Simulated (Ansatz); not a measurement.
SiC with Al replacing Si: do the settings matter for the field gradients?

This input was run with Ansatz:

```yaml
crystal:
  lattice:
    - [6.19, 0.0, 0.0]
    - [-3.095, 5.3606972494, 0.0]
    - [0.0, 0.0, 15.17]
  atoms:
    - { symbol: Al, position: [0.0, 0.0, 0.125] }
    - { symbol: Si, position: [0.0, 0.5, 0.125] }
    - { symbol: Si, position: [0.5, 0.0, 0.125] }
    - { symbol: Si, position: [0.5, 0.5, 0.125] }
    - { symbol: Si, position: [0.0, 0.0, 0.625] }
    - { symbol: Si, position: [0.0, 0.5, 0.625] }
    - { symbol: Si, position: [0.5, 0.0, 0.625] }
    - { symbol: Si, position: [0.5, 0.5, 0.625] }
    - { symbol: Si, position: [0.1666666666, 0.3333333334, 0.2917] }
    - { symbol: Si, position: [0.1666666666, 0.8333333334, 0.2917] }
    - { symbol: Si, position: [0.6666666666, 0.3333333334, 0.2917] }
    - { symbol: Si, position: [0.6666666666, 0.8333333334, 0.2917] }
    - { symbol: Si, position: [0.3333333334, 0.1666666666, 0.7917] }
    - { symbol: Si, position: [0.3333333334, 0.6666666666, 0.7917] }
    - { symbol: Si, position: [0.8333333334, 0.1666666666, 0.7917] }
    - { symbol: Si, position: [0.8333333334, 0.6666666666, 0.7917] }
    - { symbol: Si, position: [0.1666666666, 0.3333333334, 0.9583] }
    - { symbol: Si, position: [0.1666666666, 0.8333333334, 0.9583] }
    - { symbol: Si, position: [0.6666666666, 0.3333333334, 0.9583] }
    - { symbol: Si, position: [0.6666666666, 0.8333333334, 0.9583] }
    - { symbol: Si, position: [0.3333333334, 0.1666666666, 0.4583] }
    - { symbol: Si, position: [0.3333333334, 0.6666666666, 0.4583] }
    - { symbol: Si, position: [0.8333333334, 0.1666666666, 0.4583] }
    - { symbol: Si, position: [0.8333333334, 0.6666666666, 0.4583] }
    - { symbol: C, position: [0.0, 0.0, 0.0] }
    - { symbol: C, position: [0.0, 0.5, 0.0] }
    - { symbol: C, position: [0.5, 0.0, 0.0] }
    - { symbol: C, position: [0.5, 0.5, 0.0] }
    - { symbol: C, position: [0.0, 0.0, 0.5] }
    - { symbol: C, position: [0.0, 0.5, 0.5] }
    - { symbol: C, position: [0.5, 0.0, 0.5] }
    - { symbol: C, position: [0.5, 0.5, 0.5] }
    - { symbol: C, position: [0.1666666666, 0.3333333334, 0.1667] }
    - { symbol: C, position: [0.1666666666, 0.8333333334, 0.1667] }
    - { symbol: C, position: [0.6666666666, 0.3333333334, 0.1667] }
    - { symbol: C, position: [0.6666666666, 0.8333333334, 0.1667] }
    - { symbol: C, position: [0.3333333334, 0.1666666666, 0.6667] }
    - { symbol: C, position: [0.3333333334, 0.6666666666, 0.6667] }
    - { symbol: C, position: [0.8333333334, 0.1666666666, 0.6667] }
    - { symbol: C, position: [0.8333333334, 0.6666666666, 0.6667] }
    - { symbol: C, position: [0.1666666666, 0.3333333334, 0.8333] }
    - { symbol: C, position: [0.1666666666, 0.8333333334, 0.8333] }
    - { symbol: C, position: [0.6666666666, 0.3333333334, 0.8333] }
    - { symbol: C, position: [0.6666666666, 0.8333333334, 0.8333] }
    - { symbol: C, position: [0.3333333334, 0.1666666666, 0.3333] }
    - { symbol: C, position: [0.3333333334, 0.6666666666, 0.3333] }
    - { symbol: C, position: [0.8333333334, 0.1666666666, 0.3333] }
    - { symbol: C, position: [0.8333333334, 0.6666666666, 0.3333] }
total_charge: -2
kpoints:
  mp_grid: { grid: [4, 4, 2] }
scf:
  occupations: { method: fermi_dirac, width: 0.01 }
hamiltonian:
  xc: pbe
  pseudopotentials: { kind: paw }
output:
  forces: true
  stress: true
  populations: true
  efg: { quadrupole_moments_barn: { Al: 0.1466 }, contact_densities: true }
```

It converged. Of its output the block on the nuclei alone is shown, without the SCF iterations, energies, forces and stress (one atom of each set, the first 14 sets):

```
--- PAW observables at the nuclei: V_zz in 10²¹ V/m², potentials from the cell's mean, atoms counted from 1 ---
  atom   1  Al V_zz =    +0.173458   η = 0.0000   by run symmetry: allowed   C_q = +0.6149 MHz
            electrostatic potential = -1234.625939 V   contact ρ = 10083.305785 e/Å³
  atom   2  Si V_zz =    +0.740532   η = 0.4466   by run symmetry: allowed
            electrostatic potential = -1362.237098 V   contact ρ = 12807.114183 e/Å³
  atom   5  Si V_zz =    -0.132957   η = 0.0000   by run symmetry: allowed
            electrostatic potential = -1361.514985 V   contact ρ = 12807.088572 e/Å³
  atom   6  Si V_zz =    -0.171486   η = 0.2634   by run symmetry: allowed
            electrostatic potential = -1361.536061 V   contact ρ = 12807.098806 e/Å³
  atom   9  Si V_zz =    -0.890157   η = 0.2158   by run symmetry: allowed
            electrostatic potential = -1362.000169 V   contact ρ = 12807.078629 e/Å³
  atom  11  Si V_zz =    -0.252908   η = 0.0000   by run symmetry: allowed
            electrostatic potential = -1361.825061 V   contact ρ = 12807.104036 e/Å³
  atom  13  Si V_zz =    +0.309346   η = 0.1888   by run symmetry: allowed
            electrostatic potential = -1361.689770 V   contact ρ = 12807.115098 e/Å³
  atom  14  Si V_zz =    +0.438942   η = 0.0000   by run symmetry: allowed
            electrostatic potential = -1361.752198 V   contact ρ = 12807.141339 e/Å³
  atom  17  Si V_zz =    -0.804724   η = 0.9253   by run symmetry: allowed
            electrostatic potential = -1361.973560 V   contact ρ = 12807.255149 e/Å³
  atom  19  Si V_zz =    +0.522500   η = 0.0000   by run symmetry: allowed
            electrostatic potential = -1361.822342 V   contact ρ = 12807.296637 e/Å³
  atom  21  Si V_zz =    -0.365156   η = 0.0857   by run symmetry: allowed
            electrostatic potential = -1361.611030 V   contact ρ = 12807.396830 e/Å³
  atom  22  Si V_zz =    -0.645624   η = 0.0000   by run symmetry: allowed
            electrostatic potential = -1361.674639 V   contact ρ = 12807.416614 e/Å³
  atom  25  C  V_zz =    -1.506535   η = 0.0000   by run symmetry: allowed
            electrostatic potential = -419.219471 V   contact ρ = 867.216839 e/Å³
  atom  26  C  V_zz =    -0.119708   η = 0.6968   by run symmetry: allowed
            electrostatic potential = -418.491976 V   contact ρ = 867.012042 e/Å³
```

(1) Can these gradients be trusted, and how do they compare with a run on standard settings?

Answers

(1) Only as results of these settings. Against the standard input the change is `total_charge`: -1 → -2. A site carries the number of its first atom; V_zz in 10²¹ V/m².

```csv
site,V_zz standard,η standard,V_zz here,η here
Al,0.23,0.00,0.17,0.00
Si5,-0.33,0.00,-0.13,0.00
Si6,-0.36,0.14,-0.17,0.26
Si9,-1.02,0.20,-0.89,0.22
Si11,-0.38,0.00,-0.25,0.00
Si13,0.49,0.13,0.31,0.19
Si14,0.63,0.00,0.44,0.00
Si17,1.12,0.74,-0.80,0.93
Si19,0.88,0.00,0.52,0.00
C25,-1.43,0.00,-1.51,0.00
C26,-0.14,0.40,-0.12,0.70
C33,-1.87,0.28,-1.85,0.22
```

The largest change of V_zz along a kept axis is on Si19, from 0.88 to 0.52. Where |V_zz| stays above 0.1 and the axes keep their order, η moves most on C26, from 0.40 to 0.70. On Si17 the largest principal value lies along another axis in the second run, so the two V_zz can't be compared directly. The table leaves out 12 of the 24 sites, with |V_zz| up to 0.80; their tensors move by 0.11 at most along any direction. The statements above cover all sites. The changed cell holds a charge of -2 on a uniform background, so it isn't the same centre. It has an odd number of electrons and no spin polarisation, so the extra carrier is shared by both spins and spread out, where a real one carries spin and can localise. The gap no longer holds the Fermi energy in the changed run, so its gradients also hang on the k-mesh and the smearing. SCF iterations: 7 and 7.

On the reference run: The defect repeats with the cell of 48 atoms, so it feels its images: sites between two images don't show the values beside a lone defect, and zeros or small values of η there can come from the images' arrangement. C and Si carry a gradient in the pure host already, so the values there aren't the defect's effect alone. A uniform background compensates the cell's charge. The neighbours have not yet relaxed around the defect (largest force 2.7 eV/Å), so a real crystal will differ.
